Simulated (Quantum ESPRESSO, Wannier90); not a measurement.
## HfSiO4 (I4₁/amd), plane waves to Wannier functions

Materials Project entry mp-4609; symmetrised, unrelaxed at this level. COD (Crystallography Open Database) has an entry of this formula and space group (matched by these alone). Computed values, not measurements, from PBEsol: Quantum ESPRESSO (norm-conserving PseudoDojo potentials, cutoff 68 Ry, no spin polarisation, no spin-orbit coupling) on a Γ-centred 4×4×4 mesh, then Wannier90. Density: 8×8×8 mesh, cold smearing 0.01 Ry. Spin-orbit coupling is left out although heavy elements are present.

On the energy scale of pw.x, whose zero is arbitrary, the valence-band maximum lies at 8.19 eV.

Input w.win:

```
num_bands = 67
num_wann = 42
exclude_bands = 1-16
num_iter = 1000
conv_tol = 1.0e-6
conv_window = 4
dis_num_iter = 1000
dis_conv_tol = 1.0e-6
dis_froz_max = 6.91
write_hr = true
write_u_matrices = true
begin projections
f=0.00403,0.01056,0.00711: d
f=-0.25613,0.25381,0.50267: d
f=0.24710,-0.25767,0.49034: s;p
f=0.49898,0.50866,0.00026: s;p
f=0.13063,0.31703,-0.19539: p
f=0.06158,-0.24695,-0.32361: p
f=-0.50030,0.31223,0.17460: p
f=0.05935,0.37764,0.30575: p
f=-0.37439,-0.06623,-0.31532: p
f=-0.31284,-0.13170,0.19511: p
f=0.23694,-0.07640,0.31551: p
f=-0.32858,0.49421,-0.19200: p
end projections
begin unit_cell_cart
ang
   -3.2767000000    3.2767000000    2.9822450000
    3.2767000000   -3.2767000000    2.9822450000
    3.2767000000    3.2767000000   -2.9822450000
end unit_cell_cart
begin atoms_frac
Hf   0.0000000000  0.0000000000  0.0000000000
Hf  -0.2500000000  0.2500000000  0.5000000000
Si   0.2500000000 -0.2500000000  0.5000000000
Si   0.5000000000  0.5000000000  0.0000000000
O    0.1340900000  0.3192000000 -0.1851100000
O    0.0692000000 -0.2456900000 -0.3148900000
O   -0.4956900000  0.3192000000  0.1851100000
O    0.0692000000  0.3840900000  0.3148900000
O   -0.3840900000 -0.0692000000 -0.3148900000
O   -0.3192000000 -0.1340900000  0.1851100000
O    0.2456900000 -0.0692000000  0.3148900000
O   -0.3192000000  0.4956900000 -0.1851100000
end atoms_frac
mp_grid = 4 4 4
begin kpoints
0.0000000000 0.0000000000 0.0000000000
0.0000000000 0.0000000000 0.2500000000
0.0000000000 0.0000000000 0.5000000000
... (61 more lines: the 4x4x4 mesh through Gamma)
end kpoints
```

Input of pw2wannier90.x that gives the overlap and projection files (equivalent; here they were cut from one run over all bands):

```
&inputpp
  outdir = './out'
  prefix = 'pwscf'
  seedname = 'w'
  write_amn = .true.
  write_mmn = .true.
/
```

Output w.wout (banner and timings cut):

```
                                    ------
                                    SYSTEM
                                    ------

                              Lattice Vectors (Ang)
                    a_1    -3.276700   3.276700   2.982245
                    a_2     3.276700  -3.276700   2.982245
                    a_3     3.276700   3.276700  -2.982245

                   Unit Cell Volume:     128.07863  (Ang^3)

                        Reciprocal-Space Vectors (Ang^-1)
                    b_1     0.000000   0.958767   1.053432
                    b_2     0.958767   0.000000   1.053432
                    b_3     0.958767   0.958767   0.000000

 *----------------------------------------------------------------------------*
 |   Site       Fractional Coordinate          Cartesian Coordinate (Ang)     |
 +----------------------------------------------------------------------------+
 | hf   1   0.00000   0.00000   0.00000   |    0.00000   0.00000   0.00000    |
 | hf   2  -0.25000   0.25000   0.50000   |    3.27670   0.00000  -1.49112    |
 | si   1   0.25000  -0.25000   0.50000   |    0.00000   3.27670  -1.49112    |
 | si   2   0.50000   0.50000   0.00000   |    0.00000   0.00000   2.98224    |
 | o    1   0.13409   0.31920  -0.18511   |    0.00000  -1.21310   1.90387    |
 | o    2   0.06920  -0.24569  -0.31489   |   -2.06360   0.00000   0.41274    |
 | o    3  -0.49569   0.31920   0.18511   |    3.27670  -2.06360  -1.07838    |
 | o    4   0.06920   0.38409   0.31489   |    2.06360   0.00000   0.41274    |
 | o    5  -0.38409  -0.06920  -0.31489   |    0.00000  -2.06360  -0.41274    |
 | o    6  -0.31920  -0.13409   0.18511   |    1.21310   0.00000  -1.90387    |
 | o    7   0.24569  -0.06920   0.31489   |    0.00000   2.06360  -0.41274    |
 | o    8  -0.31920   0.49569  -0.18511   |    2.06360  -3.27670   1.07838    |
 *----------------------------------------------------------------------------*
                                ------------
                                K-POINT GRID
                                ------------

             Grid size =  4 x  4 x  4      Total points =   64

 *---------------------------------- MAIN ------------------------------------*
 |  Number of Wannier Functions               :                42             |
 |  Number of Objective Wannier Functions     :                42             |
 |  Number of input Bloch states              :                67             |
 |  Output verbosity (1=low, 5=high)          :                 1             |
 |  Timing Level (1=low, 5=high)              :                 1             |
 |  Optimisation (0=memory, 3=speed)          :                 3             |
 |  Length Unit                               :               Ang             |
 |  Post-processing setup (write *.nnkp)      :                 F             |
 |  Using Gamma-only branch of algorithms     :                 F             |
 *----------------------------------------------------------------------------*
 *------------------------------- WANNIERISE ---------------------------------*
 |  Total number of iterations                :              1000             |
 |  Number of CG steps before reset           :                 5             |
 |  Trial step length for line search         :             2.000             |
 |  Convergence tolerence                     :         0.100E-05             |
 |  Convergence window                        :                 4             |
 |  Iterations between writing output         :                 1             |
 |  Iterations between backing up to disk     :               100             |
 |  Write r^2_nm to file                      :                 F             |
 |  Write xyz WF centres to file              :                 F             |
 |  Write on-site energies <0n|H|0n> to file  :                 F             |
 |  Use guiding centre to control phases      :                 F             |
 |  Use phases for initial projections        :                 F             |
 *----------------------------------------------------------------------------*
 *------------------------------- DISENTANGLE --------------------------------*
 |  Using band disentanglement                :                 T             |
 |  Total number of iterations                :              1000             |
 |  Mixing ratio                              :             0.500             |
 |  Convergence tolerence                     :         1.000E-06             |
 |  Convergence window                        :                 3             |
 *----------------------------------------------------------------------------*
 *-------------------------------- PLOTTING ----------------------------------*
 |  Plotting Hamiltonian in WF basis          :                 T             |
 *----------------------------------------------------------------------------*

       ... (k-mesh section left out)

 Starting a new Wannier90 calculation ...

 Reading overlaps from w.mmn

 Reading projections from w.amn

 *------------------------------- DISENTANGLE --------------------------------*
 +----------------------------------------------------------------------------+
 |                              Energy  Windows                               |
 |                              ---------------                               |
 |                   Outer:    0.41098  to   32.84963  (eV)                   |
 |                   Inner:    0.41098  to    6.91000  (eV)                   |
 +----------------------------------------------------------------------------+
   Number of target bands to extract:   42

                   Unitarised projection of Wannier functions
                   ------------------------------------------
   A_mn = <psi_m|g_n> --> S = A.A^+ --> U = S^-1/2.A
   In dis_project... done
   Using an inner window (linner = T)
   In dis_proj_froz... done

                   Extraction of optimally-connected subspace
                   ------------------------------------------
 +---------------------------------------------------------------------+<-- DIS
 |  Iter     Omega_I(i-1)      Omega_I(i)      Delta (frac.)           |<-- DIS
 +---------------------------------------------------------------------+<-- DIS
       1      40.43356317      38.49602293       5.033E-02    <-- DIS
       2      39.34724677      37.95166336       3.677E-02    <-- DIS
       3      38.58756642      37.53773869       2.797E-02    <-- DIS
       4      38.01409615      37.20715045       2.169E-02    <-- DIS
       5      37.57107139      36.93451267       1.723E-02    <-- DIS
       6      37.21969716      36.70444670       1.404E-02    <-- DIS
       ... (lines left out)
     101      34.57937682      34.57874021       1.841E-05    <-- DIS
       ... (lines left out)
     179      34.57200727      34.57197343       9.790E-07    <-- DIS
     180      34.57199160      34.57195859       9.548E-07    <-- DIS
     181      34.57197633      34.57194413       9.315E-07    <-- DIS

             <<<      Delta < 1.000E-06  over  3 iterations     >>>
             <<< Disentanglement convergence criteria satisfied >>>

        Final Omega_I    34.57194413 (Ang^2)

 +----------------------------------------------------------------------------+

 Writing checkpoint file w.chk... done

 *------------------------------- WANNIERISE ---------------------------------*
 +--------------------------------------------------------------------+<-- CONV
 | Iter  Delta Spread     RMS Gradient      Spread (Ang^2)            |<-- CONV
 +--------------------------------------------------------------------+<-- CONV

 ------------------------------------------------------------------------------
 Initial State
  WF centre and spread    1  (  0.000165,  0.000913,  0.001987 )     1.18944685
  WF centre and spread    2  (  0.001545,  0.000067,  0.004259 )     1.18170233
  WF centre and spread    3  ( -0.000054, -0.000805, -0.003122 )     1.18139612
  WF centre and spread    4  (  0.000167,  0.000293, -0.000224 )     1.11844896
  WF centre and spread    5  (  0.001892,  0.001151,  0.000031 )     1.23337865
  WF centre and spread    6  (  3.277154, -0.000192, -1.492108 )     1.19018153
  WF centre and spread    7  (  3.278052, -0.000117, -1.494688 )     1.18272716
  WF centre and spread    8  (  3.276804, -0.001353, -1.488190 )     1.18228725
  WF centre and spread    9  (  3.277352, -0.000728, -1.490973 )     1.11883414
  WF centre and spread   10  (  3.279685, -0.000883, -1.491090 )     1.23370599
  WF centre and spread   11  ( -0.039760,  3.256546, -1.490807 )     1.57889404
  WF centre and spread   12  (  0.002913,  3.276282, -1.488221 )     1.88116803
  WF centre and spread   13  (  0.030053,  3.276659, -1.115143 )     1.59348164
  WF centre and spread   14  ( -0.009982,  3.297111, -1.868787 )     1.59294233
  WF centre and spread   15  (  0.029856, -0.023094,  3.006421 )     1.58289061
  WF centre and spread   16  (  0.000817, -0.001659,  2.979895 )     1.88308805
  WF centre and spread   17  ( -0.023035, -0.007105,  2.605399 )     1.59845466
  WF centre and spread   18  (  0.009923,  0.023629,  3.361980 )     1.59085157
  WF centre and spread   19  ( -0.000795, -1.180514,  1.850316 )     0.69627074
  WF centre and spread   20  ( -0.000854, -1.212606,  1.904915 )     0.66250269
  WF centre and spread   21  ( -0.000707, -1.294490,  1.927532 )     0.72923057
  WF centre and spread   22  ( -2.094072, -0.000978,  0.356706 )     0.67966556
  WF centre and spread   23  ( -1.983635, -0.001962,  0.434812 )     0.72631348
  WF centre and spread   24  ( -2.067529, -0.000961,  0.417294 )     0.66762650
  WF centre and spread   25  (  3.275368, -2.094809, -1.134243 )     0.68081927
  WF centre and spread   26  (  3.274930, -2.068614, -1.073391 )     0.67026579
  WF centre and spread   27  (  3.275179, -1.984594, -1.056950 )     0.73142550
  WF centre and spread   28  (  2.098149, -0.000726,  0.356510 )     0.69522697
  WF centre and spread   29  (  1.981746, -0.001251,  0.436023 )     0.74096615
  WF centre and spread   30  (  2.063540, -0.000453,  0.412743 )     0.66174590
  WF centre and spread   31  ( -0.000080, -2.094273, -0.354006 )     0.68163178
  WF centre and spread   32  (  0.000452, -2.064396, -0.414104 )     0.66301282
  WF centre and spread   33  ( -0.001116, -1.982361, -0.434428 )     0.73071318
  WF centre and spread   34  (  1.179416,  0.001308, -1.848896 )     0.69540476
  WF centre and spread   35  (  1.294641,  0.001418, -1.928262 )     0.73464117
  WF centre and spread   36  (  1.213250,  0.001047, -1.904645 )     0.66181876
  WF centre and spread   37  (  0.000429,  2.097522, -0.362128 )     0.69797043
  WF centre and spread   38  (  0.001114,  2.067103, -0.416493 )     0.66742503
  WF centre and spread   39  ( -0.000298,  1.982716, -0.436884 )     0.73130971
  WF centre and spread   40  (  2.095264, -3.277342,  1.133922 )     0.68195310
  WF centre and spread   41  (  1.981971, -3.278489,  1.055545 )     0.73644024
  WF centre and spread   42  (  2.067338, -3.277534,  1.074190 )     0.66826564
  Sum of centres and spreads ( 36.047246, -6.568525, -1.467303 )    41.80652565

      0     0.418E+02     0.0000000000       41.8065256509  <-- CONV
        O_D=      0.0008059 O_OD=      7.2337757 O_TOT=     41.8065257 <-- SPRD
 ------------------------------------------------------------------------------
      1    -0.824E+00     0.6707413288       40.9829950073  <-- CONV
        O_D=      0.0053764 O_OD=      6.4056744 O_TOT=     40.9829950 <-- SPRD
      2    -0.256E+00     0.6804130108       40.7273514107  <-- CONV
        O_D=      0.0013738 O_OD=      6.1540334 O_TOT=     40.7273514 <-- SPRD
      3    -0.129E+00     0.4137698347       40.5981860249  <-- CONV
        O_D=      0.0014056 O_OD=      6.0248362 O_TOT=     40.5981860 <-- SPRD
      4    -0.650E-01     0.3084887566       40.5331595143  <-- CONV
        O_D=      0.0010415 O_OD=      5.9601739 O_TOT=     40.5331595 <-- SPRD
      5    -0.369E-01     0.2237145656       40.4962861933  <-- CONV
        O_D=      0.0009342 O_OD=      5.9234079 O_TOT=     40.4962862 <-- SPRD
       ... (lines left out)
    100    -0.131E-05     0.0012898737       35.3093407566  <-- CONV
        O_D=      0.0003603 O_OD=      0.7370364 O_TOT=     35.3093408 <-- SPRD
       ... (lines left out)
    197    -0.708E-06     0.0011772978       35.3092366346  <-- CONV
        O_D=      0.0003604 O_OD=      0.7369321 O_TOT=     35.3092366 <-- SPRD
    198    -0.978E-06     0.0009694040       35.3092356564  <-- CONV
        O_D=      0.0003604 O_OD=      0.7369311 O_TOT=     35.3092357 <-- SPRD
    199    -0.855E-06     0.0010293471       35.3092348010  <-- CONV
        O_D=      0.0003604 O_OD=      0.7369303 O_TOT=     35.3092348 <-- SPRD
             <<<     Delta < 1.000E-06  over  4 iterations     >>>
             <<< Wannierisation convergence criteria satisfied >>>
 Final State
  WF centre and spread    1  (  0.000115,  0.000141,  0.001617 )     1.18675578
  WF centre and spread    2  (  0.000577,  0.000047,  0.000560 )     1.17929280
  WF centre and spread    3  ( -0.000035, -0.000434, -0.000328 )     1.17934342
  WF centre and spread    4  ( -0.000244,  0.000047, -0.000195 )     1.11591490
  WF centre and spread    5  (  0.001238,  0.000221,  0.000042 )     1.23148156
  WF centre and spread    6  (  3.276578,  0.000024, -1.491658 )     1.18679334
  WF centre and spread    7  (  3.277333, -0.000104, -1.491441 )     1.17931390
  WF centre and spread    8  (  3.276791, -0.000693, -1.490898 )     1.17920539
  WF centre and spread    9  (  3.276504,  0.000121, -1.490966 )     1.11536032
  WF centre and spread   10  (  3.278592, -0.000868, -1.491123 )     1.23114082
  WF centre and spread   11  ( -0.748304,  3.277555, -1.055345 )     0.94254883
  WF centre and spread   12  ( -0.006649,  2.529623, -1.930481 )     0.94162685
  WF centre and spread   13  (  0.746614,  3.277840, -1.049332 )     0.94045502
  WF centre and spread   14  ( -0.006717,  4.023510, -1.930900 )     0.94184140
  WF centre and spread   15  (  0.007023, -0.744412,  3.425737 )     0.94314161
  WF centre and spread   16  (  0.750624, -0.004865,  2.550755 )     0.94220940
  WF centre and spread   17  ( -0.749482, -0.006176,  2.545926 )     0.94018283
  WF centre and spread   18  (  0.005584,  0.743584,  3.428527 )     0.94154480
  WF centre and spread   19  ( -0.000810, -1.189238,  1.837558 )     0.64803993
  WF centre and spread   20  (  0.000068, -1.215956,  1.901400 )     0.66090404
  WF centre and spread   21  (  0.000092, -1.301288,  1.918278 )     0.68925023
  WF centre and spread   22  ( -2.088041, -0.000207,  0.346713 )     0.64906945
  WF centre and spread   23  ( -1.973561, -0.000379,  0.426698 )     0.68772288
  WF centre and spread   24  ( -2.062233,  0.000466,  0.412419 )     0.66491660
  WF centre and spread   25  (  3.275983, -2.087877, -1.144135 )     0.64929429
  WF centre and spread   26  (  3.276654, -2.062269, -1.078990 )     0.66433757
  WF centre and spread   27  (  3.276807, -1.975123, -1.064345 )     0.68933260
  WF centre and spread   28  (  2.087762, -0.000159,  0.345650 )     0.64777129
  WF centre and spread   29  (  1.973626, -0.000272,  0.426927 )     0.68816763
  WF centre and spread   30  (  2.060681,  0.000372,  0.410102 )     0.66046788
  WF centre and spread   31  (  0.000646, -2.087914, -0.346251 )     0.64855579
  WF centre and spread   32  (  0.000311, -2.061353, -0.411100 )     0.66248304
  WF centre and spread   33  ( -0.000642, -1.973771, -0.426669 )     0.68814338
  WF centre and spread   34  (  1.189086,  0.000678, -1.836576 )     0.64717217
  WF centre and spread   35  (  1.304268,  0.000142, -1.918012 )     0.68618622
  WF centre and spread   36  (  1.216335, -0.000229, -1.901402 )     0.66086315
  WF centre and spread   37  (  0.000746,  2.087637, -0.346211 )     0.64807685
  WF centre and spread   38  (  0.000163,  2.061590, -0.411430 )     0.66281302
  WF centre and spread   39  ( -0.000471,  1.973945, -0.426857 )     0.68811089
  WF centre and spread   40  (  2.088143, -3.276186,  1.144956 )     0.64857260
  WF centre and spread   41  (  1.972142, -3.277121,  1.064648 )     0.68628404
  WF centre and spread   42  (  2.062255, -3.276368,  1.078682 )     0.66454629
  Sum of centres and spreads ( 36.046154, -6.565719, -1.467448 )    35.30923480

         Spreads (Ang^2)       Omega I      =    34.571944129
        ================       Omega D      =     0.000360378
                               Omega OD     =     0.736930294
    Final Spread (Ang^2)       Omega Total  =    35.309234801
```
